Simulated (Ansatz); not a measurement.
Theory: Ansatz 0.2.0, DFT PBE, scalar-relativistic, plane waves, PAW. Settings: cutoff 420 eV, Γ-centred meshes spaced at most about 0.3 Å⁻¹, and about 0.25 Å⁻¹ or finer for metals (2π included), Gaussian smearing. No spin polarisation in the final relaxations.

These are static total energies at zero pressure.

Two relaxed structures of B5W2:

1.

Space group R-3m:H (No. 166). a = 3.096 Å, b = 3.096 Å, c = 21.394 Å, α = 90.00°, β = 90.00°, γ = 120.00°
| atom | site | symmetry | x | y | z |
| --- | --- | --- | --- | --- | --- |
| B | 6c | 3m | 0.3333 | 0.6667 | 0.8519 |
| B | 6c | 3m | 0.3333 | 0.6667 | 0.9977 |
| B | 3b | -3m | 0.6667 | 0.3333 | 0.8333 |
| W | 6c | 3m | 0.3333 | 0.6667 | 0.7433 |

2.

Space group P4mm (No. 99). a = 3.966 Å, b = 3.966 Å, c = 4.394 Å, α = 90.00°, β = 90.00°, γ = 90.00°
```csv
atom,site,symmetry,x,y,z
B,2c,2mm.,0.5000,0.0000,0.5111
B,1a,4mm,0.0000,0.0000,0.3040
B,1b,4mm,0.5000,0.5000,0.2931
B,1a,4mm,0.0000,0.0000,0.6942
W,2c,2mm.,0.5000,0.0000,0.0220
```

**Question.** Which is lower in energy, and by how much?

**Answer.** Cell 1 is lower, by 0.44 eV/atom. Cell 1 has space group R-3m (No. 166), 8.5 Å³/atom and no gap on its mesh; cell 2 has space group P4mm (No. 99), 9.9 Å³/atom and no gap. Counting B atoms around W (those within 1.25 times the shortest such distance or 1.15 times the sum of covalent radii), cell 1 has W 13 and cell 2 has W 8. Cell 1 holds B–B nets (shortest 1.79 Å); cell 2 holds B–B pairs (shortest 1.71 Å). The denser one is the lower, and pressure would at first widen the difference. Even the lower one lies +0.25 eV/atom against the reference forms of the elements (uncorrected), so neither is stable at this level. In cell 1, B on a site of symmetry 3m is surrounded by 3 B at 1.83 Å, 3 B at 1.96 Å and 4 W at 2.32–2.35 Å; around B on a second site of symmetry 3m lie 3 B at 1.79 Å and 6 W at 2.39–2.46 Å; around W lie 10 B at 2.32–2.46 Å and 3 B at 2.63 Å; 1 more site not described. In cell 2, B on a site of symmetry 2mm has 6 B at 2.14–2.20 Å, 2 W at 2.15–2.24 Å and 4 B at 2.80 Å; around B on a site of symmetry 4mm lie 1 B at 1.71 Å, 4 B at 2.18 Å and 4 W at 2.34 Å; around W lie 8 B at 2.15–2.45 Å and 4 W at 2.80 Å; 2 more sites not described. Origin: cell 1 is a cell as deposited in COD, relaxed; cell 2 was invented.

These runs have no spin–orbit coupling, which can matter for W. A magnetic state wasn't ruled out in cells without spin, among them R-3m, P4mm. Cells relaxed within their symmetry can be saddle points.
